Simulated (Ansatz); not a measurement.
AlAg (rock salt, Fm-3m), plane-wave PAW PBE (Ansatz code), all energies at zero smearing, with the estimated change up to a 700 eV cutoff added, with one set of potentials and settings (totals compare only within such a set). Cell of 2 atoms (1 Ag, 1 Al): -8127.634 eV.

```
element             reference phase  E (eV/atom)
-------  --------------------------  -----------
Ag        R-3m, 3 atoms in the cell   -7590.6139
Al       Fm-3m, 1 atoms in the cell    -537.5055
```

Formation energy per atom, worked out: (-8127.634 − 1×(-7590.6139) − 1×(-537.5055))/2 = 0.243 eV/atom (23 kJ per mol of atoms), at 0 K, without zero-point energy or fitted corrections.

The start of the workflow was typed in or built on a structure type; neither database checked (COD, Materials Project) lists it. Whether it is the stable phase at ambient conditions was not checked. Symmetry was held in the PBE relaxation; its stability against distortions is not shown here. The run is not spin-polarised. The volume moved by 24 % from the start of the relaxation. Its formation energy is positive at this level, so the cell may be metastable or incomplete. The references are the lowest solids computed at this level, not always the standard phases.

Potentials: the earlier of the program's two PAW sets.
